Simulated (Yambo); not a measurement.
MoTe₂ (space group P6_3/mmc, No. 194), G0W0@PBEsol in Yambo with this input:

```
rim_cut
gw0
dyson
el_el_corr
HF_and_locXC
ppa
em1d
RandQpts= 1000000
RandGvec= 1 Ry
EXXRLvcs= 80 Ry
VXCRLvcs= 320 Ry
Chimod= "HARTREE"
% BndsRnXp
 5 | 384 |
%
NGsBlkXp= 6 Ry
% LongDrXp
 1.0 | 1.0 | 1.0 |
%
PPAPntXp= 27.2114 eV
% GbndRnge
 1 | 384 |
%
GTermKind= "BG"
DysSolver= "n"
ExtendOut
```

On a 3×3×1 mesh, with wavefunctions cut at 80 Ry, the gap (Γ → K) is 1.239 eV and the valence edge shifts by 0.023 eV.

Question: What happens with this change: 1 Ry block?

Answer: The gap falls by 0.138 eV, to 1.101 eV; the shift of the valence edge becomes 0.862 eV. Neither run is shown to be the converged limit. The mesh misses a band edge: along a dense path the PBEsol gap is 0.55 eV against 0.87 eV on the mesh.

The standard potential for Te keeps a d shell in the valence without the s and p states of that shell. In tests on such compounds this moved G0W0 gaps by up to about 0.9 eV, so absolute quasiparticle energies here are unreliable; differences between settings are what counts.

Spin-orbit coupling is included.

Geometry relaxed with PBE+D3(BJ); primitive cell a = 3.4963 Å, b = 3.4963 Å, c = 13.6896 Å, α = 90.00°, β = 90.00°, γ = 120.00°.

A shift is the quasiparticle energy of the state minus its PBEsol energy.
